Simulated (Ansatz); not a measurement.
# HfIn4SiO6: changing the functional

```cif
data_structure
_symmetry_space_group_name_H-M 'Cm'
_symmetry_Int_Tables_number 8
_cell_length_a 6.4606
_cell_length_b 11.1554
_cell_length_c 6.4937
_cell_angle_alpha 90.000
_cell_angle_beta 103.709
_cell_angle_gamma 90.000
_cell_volume 454.67
loop_
_atom_site_label
_atom_site_type_symbol
_atom_site_symmetry_multiplicity
_atom_site_Wyckoff_symbol
_atom_site_fract_x
_atom_site_fract_y
_atom_site_fract_z
_atom_site_occupancy
Hf1 Hf 2 a 0.10178 0.00000 0.00912 1
In1 In 4 b 0.63713 0.84491 0.00818 1
In2 In 4 b 0.38227 0.83756 0.48398 1
Si1 Si 2 a 0.85433 0.00000 0.44523 1
O1 O 4 b 0.71161 0.87661 0.38104 1
O2 O 2 a 0.02899 0.00000 0.29500 1
O3 O 2 a 0.97920 0.00000 0.69555 1
O4 O 4 b 0.28683 0.85831 0.07435 1
```

The cell comes from a database or a generator and needn't be the stable form of this composition.

Kept alike: task single point; k mesh 2 × 2 × 2; occupations fermi-dirac, width 0.05 eV; no spin polarisation. Program: Ansatz, Ansatz PAW. Cutoffs run from 420 to 500 eV. The mesh is that of the run's cell of 12 atoms. No spin-orbit coupling.

| functional | band gap (eV) | pressure (GPa) |
| --- | --- | --- |
| B3LYP | 2.142 | 0.02 |
| HSE03 | 1.395 | -2.66 |
| HSE06 | 1.547 | -2.76 |
| PBE0 | 2.213 | -2.83 |
| r2SCAN0 | 2.348 | -4.70 |
| r2SCANh | 1.663 | -3.93 |

The k mesh is coarse, so the values aren't converged. Pressure is positive in compression, with a Pulay correction for the finite cutoff. A gap read on the mesh alone can miss an edge between its points. All rows use potentials made for PBE.

The band gap runs from 1.395 (HSE03) to 2.348 eV (r2SCAN0). The pressure runs from -4.70 (r2SCAN0) to 0.02 GPa (B3LYP).
